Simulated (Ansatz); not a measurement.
Input:

K2NaBiCl6:
```cif
data_BiCl6K2Na
_chemical_formula_sum 'K2 Na1 Bi1 Cl6'
_space_group_name_H-M_alt 'P 1'
_space_group_IT_number 1
_cell_length_a 7.39437
_cell_length_b 7.39437
_cell_length_c 7.39437
_cell_angle_alpha 60.000
_cell_angle_beta 60.000
_cell_angle_gamma 60.000
loop_
_space_group_symop_operation_xyz
  'x, y, z'
loop_
_atom_site_label
_atom_site_type_symbol
_atom_site_fract_x
_atom_site_fract_y
_atom_site_fract_z
_atom_site_occupancy
K1 K 0.75000 0.75000 0.75000 1
K2 K 0.25000 0.25000 0.25000 1
Na1 Na 0.50000 0.50000 0.50000 1
Bi1 Bi 0.00000 0.00000 0.00000 1
Cl1 Cl 0.74721 0.25279 0.25279 1
Cl2 Cl 0.25279 0.74721 0.74721 1
Cl3 Cl 0.25279 0.74721 0.25279 1
Cl4 Cl 0.74721 0.25279 0.74721 1
Cl5 Cl 0.25279 0.25279 0.74721 1
Cl6 Cl 0.74721 0.74721 0.25279 1
```

This is the LDA-relaxed structure.

Q: All from LDA (plane waves, PAW; program Ansatz), unless another level is named. Give the bulk modulus (Birch–Murnaghan fit).

A: 25.4 GPa.

Q: What about the elastic constants (relaxed ions, GPa)?

A: C11 = 58.0, C12 = 9.2, C44 = 5.4.

Space group Fm-3m. The first step of the workflow began from a Materials Project structure, measured or hypothetical; the Crystallography Open Database copy checked does not list it. Its standing as an ambient phase is unchecked. The LDA relaxation kept the symmetry of its start. At this level the phase is dynamically unstable (imaginary phonons). Scalar-relativistic: spin–orbit coupling is off unless named, which matters more the heavier the elements.

Potentials: the later of the program's two PAW sets.
